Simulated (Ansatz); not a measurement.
BeAg (CsCl type, Pm-3m) at seven volumes, PBEsol in the plane-wave PAW code Ansatz, scaled uniformly. One row is withheld.

```
V (Å³/atom)  P (GPa)
-----------  -------
11.207             ?
11.577          9.66
11.946          4.42
12.316          0.01
12.685         -3.72
13.055         -6.87
13.424         -9.52
```

### Question
Fit the shown pressures and predict the withheld one.

### Answer
Third-order Birch–Murnaghan: P = (3/2)B₀(x^(7/2) − x^(5/2))[1 + (3/4)(B′ − 4)(x − 1)] with x = (V₀/V)^(2/3). Least squares on the six rows gives V₀ = 12.316 Å³/atom, B₀ = 135.0 GPa, B′ = 4.66. At V = 11.207, x = 1.0649 and P = 15.88 GPa. The run itself gave 15.87 GPa.

The start of the workflow was typed in or built on a structure type; neither database checked (COD, Materials Project) lists it. Whether it is the stable phase at ambient conditions was not checked. Symmetry was held in the PBEsol relaxation; its stability against distortions is not shown here. The run is not spin-polarised.

Potentials: the later of the program's two PAW sets.
